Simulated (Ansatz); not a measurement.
OsO$_{4}$:
```
CELL_PARAMETERS angstrom
     -2.14221     2.14221     3.88058
      2.14221    -2.14221     3.88058
      2.14221     2.14221    -3.88058
ATOMIC_POSITIONS crystal
  Os 0.50000 0.50000 0.00000
  O  0.14539 0.60426 0.00000
  O  0.85461 0.85461 0.45887
  O  0.60426 0.14539 0.00000
  O  0.39574 0.39574 0.54113
```

Relaxed with LDA. Special points in fractions of this cell's reciprocal vectors: Γ (0.000, 0.000, 0.000); X (0.000, 0.000, 0.500); P (0.250, 0.250, 0.250); N (0.000, 0.500, 0.000); M (0.500, 0.500, -0.500); S (0.326, 0.674, -0.326); S0 (-0.326, 0.326, 0.326); R (-0.152, 0.152, 0.500); G (0.500, 0.500, -0.152).

Problem. List the band energies nearest the valence-band maximum at these points for LDA with spin–orbit coupling in the plane-wave PAW code Ansatz.

Solution. In eV from the valence-band maximum; about four levels below and three above (degenerate sets whole), none deeper than 8.9 eV; points with the same levels are listed once.

| k | below | above |
|---|---|---|
| Γ | -0.60 -0.60 -0.58 -0.58 | 3.34 3.34 3.84 3.84 |
| X | -0.07 -0.07 0.00 0.00 | 3.78 3.78 4.00 4.00 |
| P | -0.20 -0.20 -0.07 -0.07 | 3.85 3.85 3.99 3.99 |
| N | -0.28 -0.28 -0.17 -0.17 | 3.57 3.57 3.75 3.75 |
| M | -0.19 -0.19 -0.15 -0.15 | 3.09 3.09 3.15 3.15 |
| S | -0.39 -0.39 -0.15 -0.14 | 3.40 3.42 3.58 |
| R | -0.15 -0.15 -0.11 -0.10 | 3.73 3.74 3.80 |

Space group I-42m. The first step of the workflow began from a Materials Project structure, measured or hypothetical; the Crystallography Open Database copy checked does not list it. COD files the formula under space group No. 5, so this cell is another polymorph or a model. Whether it is the stable phase at ambient conditions was not checked. Symmetry was held in the LDA relaxation; whether a distortion lowers the energy is not shown. The run is not spin-polarised. A crystal of weakly bound molecules computed without a dispersion correction: the cell and the soft elastic constants depend strongly on that.

Potentials: the later of the program's two PAW sets.
